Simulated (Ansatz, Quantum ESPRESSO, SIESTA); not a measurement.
## One calculation of C, 3 ways

```
CELL_PARAMETERS angstrom
1.23319 0.71198 8.28262
-1.23319 0.71198 8.28262
0.00000 -1.42396 8.28262
ATOMIC_POSITIONS crystal
C 0.08717 0.08717 0.08717
C 0.75385 0.75385 0.75385
C 0.24615 0.24615 0.24615
C 0.91283 0.91283 0.91283
```

Alike in all runs: task band structure; functional PBEsol; k mesh 12 × 12 × 12; occupations fermi-dirac, width 0.05 eV; no spin polarisation; no spin-orbit coupling. Pressure is positive in compression and, in plane waves, holds the error of the finite cutoff. Gaps are the smaller of the mesh's and the band path's.

```
                                                        program and potentials  plane-wave cutoff (eV)         notes  band gap (eV)  pressure (GPa)
                                             Quantum ESPRESSO, GBRV 1.5 PBEsol                     612             -           0.07           -2.10
                                Ansatz, all-electron LAPW, scalar-relativistic                       -             -           0.07           -2.11
SIESTA, files PseudoDojo sr-pbesol-0.4.1-standard, DZP (energy shift 0.003 Ry)                       -  atomic basis           0.07            6.76
```

All agree on the band gap. The pressure spans -2.11 (Ansatz, all-electron LAPW, scalar-relativistic) to 6.76 GPa (SIESTA, files PseudoDojo sr-pbesol-0.4.1-standard, DZP (energy shift 0.003 Ry)), with all-electron results at -2.11. The paths' points differ, which is worth about 0.01 eV. Rows in atomic bases carry the error of their basis and grid, which can be large.

The functional is the same throughout but for its coding, so the spread measures potentials, basis and numerics; runs on potential files found faulty are left out.
